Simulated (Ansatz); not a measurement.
The start is a relaxed Be cell, doubled along one cell vector, shaken by Gaussian noise of σ = 0.08 Å a coordinate. The cell and all atomic positions are relaxed at zero pressure with PBE (plane waves to 420 eV, PAW, scalar-relativistic; Ansatz, a quantum-chemistry and plane-wave program). The first steps use a coarse 9×17×17 k-mesh.

Starting cell:
```
CELL_PARAMETERS angstrom
      0.00000     3.62462     8.64563
      1.13744     0.00000     4.32281
      1.13744     1.81231     0.00000
ATOMIC_POSITIONS crystal
  Be 0.08082 0.10555 0.86927
  Be 0.61708 0.06304 0.77819
  Be 0.41584 0.88460 0.12220
  Be 0.91425 0.88122 0.16355
```

**Question.** What is the largest force in the starting geometry, and on which atom (counted from 1)?

**Answer.** 1.38 eV/Å, on Be2 (atoms numbered as listed).

**Question.** How much energy is released per atom?

**Answer.** 0.37 eV/atom.

**Question.** How does the volume per atom move from start to end?

**Answer.** -11.3 %, from 8.91 to 7.91 Å³/atom.

**Question.** Is the parent structure recovered?

**Answer.** It does not go back: it reaches P6₃/mmc (No. 194), hcp (Mg type), 0.33 eV/atom below the parent.

**Question.** How do the shortest distances between atoms change?

**Answer.** The closest pairs of elements (up to four, under 3.6 Å), start → end: Be–Be 2.00 → 2.21 Å.

**Question.** What band gap does the relaxed structure have at this level?

**Answer.** No gap (metallic).

**Question.** What does it relax into? Give the structure.

**Answer.** 
```cif
data_Be2
_chemical_formula_sum 'Be2'
_space_group_name_H-M_alt 'P63/mmc'
_space_group_IT_number 194
_space_group_name_Hall '-P 6c 2c'
_cell_length_a 2.26445
_cell_length_b 2.26445
_cell_length_c 3.56079
_cell_angle_alpha 90.000
_cell_angle_beta 90.000
_cell_angle_gamma 120.000
loop_
_atom_site_label
_atom_site_type_symbol
_atom_site_symmetry_multiplicity
_atom_site_Wyckoff_symbol
_atom_site_fract_x
_atom_site_fract_y
_atom_site_fract_z
_atom_site_occupancy
Be1 Be 2 d 0.66667 0.33333 0.25000 1
```

Final values are on a 23×23×13 k-mesh of the relaxed cell. No spin polarisation in the result.

Of the parent cell (Fmmm (No. 69)): it is a generated cell of Be: the first start was made by placing the elements on the sites of a structure type, and the end was not matched to a known phase here, so it may be hypothetical. Known forms of Be include space group No. 194.
